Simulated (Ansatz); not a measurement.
A structure of CdS relaxed with PBEsol (plane waves to 420 eV, PAW, scalar-relativistic; Ansatz, an electronic-structure program); single points at other levels follow on the same geometry (Ansatz, PAW; HSE06 at 420 eV on a 6×6×2 k-mesh; no spin-orbit coupling). Space group P6₃mc (No. 186).

```xyz
8
Lattice="4.1210 0.0000 0.0000 -2.0605 3.5689 0.0000 0.0000 0.0000 13.4387" Properties=species:S:1:pos:R:3 pbc="T T T"
Cd     0.0000     0.0000     0.0053
Cd     0.0000     0.0000     6.7246
Cd     2.0605     1.1896    10.0819
Cd     0.0000     2.3793     3.3625
S      0.0000     0.0000    10.9202
S      0.0000     0.0000     4.2009
S      2.0605     1.1896     7.5582
S      0.0000     2.3793     0.8389
```

| level | gap (eV) | kind | conduction minimum |
|---|---|---|---|
| PBEsol | 1.05 | direct | Γ |
| HSE06 | [?] | – | [?] |

Problem. What belongs in the gaps?

Solution. 
- HSE06, gap (eV): 2.21
- HSE06, conduction minimum: Γ

No spin polarisation in the result.

The run could not lose the symmetry of its start.

The first start was generated by placing the elements on the sites of a structure type. A measured structure of CdS has the same space group, P6₃mc (No. 186); the sites were not compared with it.
